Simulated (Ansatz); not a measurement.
**Cold compression of InBi**

```xyz
2
Lattice="0.0000 3.3835 3.3835 3.3835 0.0000 3.3835 3.3835 3.3835 0.0000" Properties=species:S:1:pos:R:3 pbc="T T T"
In    0.0000    0.0000    0.0000
Bi    5.0753    5.0753    5.0753
```

The base volume is that of a database entry, with shape and atoms relaxed on PAW files at held volume, so it needn't be at zero pressure; the structure needn't be the stable phase, at rest or compressed.

Its volume is scaled, and at each volume shape and atoms are relaxed on PAW files; all methods then take that cell.

Level of theory: DFT with PBEsol, scalar-relativistic, in Ansatz 0.2.0; a Γ-centred 9×9×9 k mesh, Fermi–Dirac smearing of 0.05 eV, no spin polarisation. LAPW: all electrons, basis error target 1 meV/atom; PAW: frozen-core files, cutoff 420 eV; crystal datasets: all electrons, by PAW datasets that the program makes for each cell.

Energies are extrapolated to zero smearing and count from the unscaled cell; pressure is positive in compression; gaps take the mesh and a band path. No temperature or zero-point motion is included.

Spin–orbit coupling is left out, which matters for the heavy atoms. The PAW files were made under PBE.

```tsv
V/V0	V (Å³/atom)	P LAPW (GPa)	ΔE LAPW (eV/atom)	P PAW − LAPW (GPa)	ΔE PAW − LAPW (meV/atom)	space group	shortest distance (Å)
1.00	38.74	-0.67	0.000	-0.01	0.0	F-43m	?
0.90	34.86	3.74	0.032	-0.01	-0.2	F-43m	2.829
0.80	30.99	11.79	0.209	-0.01	-0.5	F-43m	?
0.60	23.24	56.8	1.628	0.01	-0.7	F-43m	2.471
```

Problem. What belongs in the row "0.80", column "shortest distance (Å)"?

Solution. 2.720.

Problem. Give the missing entry: row "1.00", column "shortest distance (Å)".

Solution. 2.930.

Problem. At the smallest volume, how far do crystal datasets lie from LAPW in pressure?

Solution. crystal datasets: 0.00 GPa, on a LAPW pressure of 56.8 GPa.

Problem. How do the Löwdin populations by LAPW change from the unscaled cell to the last row?

Solution. In 5s 1.27 → 0.98, In 5p 1.82 → 2.20, Bi 6s 1.64 → 1.38, Bi 6p 3.30 → 3.57 electrons an atom. These are projections on the shells that the free atoms fill; 0.03 e a cell lies outside them at the start and 0.05 e at the end.
